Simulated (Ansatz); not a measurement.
A generated cell, not matched to a known phase here, of TiAl₂: Cmcm (No. 63), oS12; a = 3.9496 Å, b = 12.8495 Å, c = 3.7752 Å, α = β = γ = 90.00°; Al 4c (0.000, 0.078, 0.250); Al 4c (0.000, 0.249, 0.750); Ti 4c (0.000, 0.416, 0.250). All values below come from r2SCAN (plane waves to 500 eV, PAW, scalar-relativistic; Ansatz, a first-principles code). Element references, the lowest calculated here: Ti (P6/mmm, not the ambient form), Al (Fm-3m).

Total energies (eV/atom, σ → 0; comparable only within this code, potentials and settings):

```csv
phase,E (eV/atom)
TiAl2 (Cmcm),-1195.443
Ti (P6/mmm),-2504.390
Al (Fm-3m),-540.413
TiAl3 (I4/mmm),-1031.838
TiAl (P4/mmm),-1522.845
```

Q: What is the formation energy of this Cmcm form of TiAl2 from the elements?

A: E_f = -1195.443 − [1 × (-2504.390) + 2 × (-540.413)] / 3 = -0.37 eV/atom (-1.1 eV per formula unit).

Q: How does this cell stand against the other phases calculated?

A: It lies 0.06 eV/atom above their hull: TiAl2 → 0.5 TiAl + 0.5 TiAl3 (TiAl3 I4/mmm, TiAl P4/mmm) releases that much. A lower structure of this composition may exist.

Hull of the energies calculated here, no anion corrections, zero temperature, no zero-point energy; an uncalculated phase could lie lower. Values are rounded to 0.01 eV/atom. Not shown to be the ambient phase of their composition (a lower form may be missing, and a cell relaxed within its start's symmetry can be a saddle point): TiAl2 (Cmcm). The compounds carry no spin polarisation.
